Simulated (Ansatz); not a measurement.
Si₃Ru₅ in space group Pbam (No. 55; Pearson symbol oP16), r²SCAN (plane waves, PAW; program Ansatz), all energies at zero smearing, with the estimated change up to a 700 eV cutoff added, with one set of potentials and settings (totals compare only within such a set). Cell of 16 atoms (6 Si, 10 Ru): -62748.788 eV.

```tsv
element	reference phase	E (eV/atom)
Si	Fd-3m, 2 atoms in the cell	-639.0667
Ru	P6_3/mmc, 2 atoms in the cell	-5890.7039
```

Formation energy per atom, worked out: (-62748.788 − 6×(-639.0667) − 10×(-5890.7039))/16 = -0.459 eV/atom (-44 kJ per mol of atoms), at 0 K, without zero-point energy or fitted corrections.

The first step of the workflow began from a Materials Project structure, measured or hypothetical; the Crystallography Open Database copy checked does not list it. Whether it is the stable phase at ambient conditions was not checked. Symmetry was held in the r²SCAN relaxation; whether a distortion lowers the energy is not shown. The run is not spin-polarised. The references are the lowest solids computed at this level, not always the standard phases.

Potentials: the later of the program's two PAW sets.
